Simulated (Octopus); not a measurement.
Hf$_{3}$Si$_{2}$ (P4/mbm, No. 127):
```
Hf3Si2
1.0
    6.98985     0.00000     0.00000
    0.00000     6.98985     0.00000
    0.00000     0.00000     3.66328
Hf Si
6 4
Direct
  0.67323   0.82677   0.50000
  0.32677   0.17323   0.50000
  0.17323   0.67323   0.50000
  0.82677   0.32677   0.50000
  0.50000   0.50000   0.00000
  0.00000   0.00000   0.00000
  0.62360   0.12360   0.00000
  0.37640   0.87640   0.00000
  0.87640   0.62360   0.00000
  0.12360   0.37640   0.00000
```
The cell is a database entry, not relaxed again.

Level: LDA. Code: Octopus 16.4. Numerical set-up: grid spacing about 0.19 Å, Γ-centred 4×4×8 k-mesh, Fermi-Dirac smearing of 0.1 eV, no spin polarisation; PseudoDojo 0.4 LDA potentials. Spin-orbit coupling is left out.

Q: What band gap does LDA give on the standard high-symmetry path?

A: none: the highest band that would be full and the next one overlap by 1.3 eV.
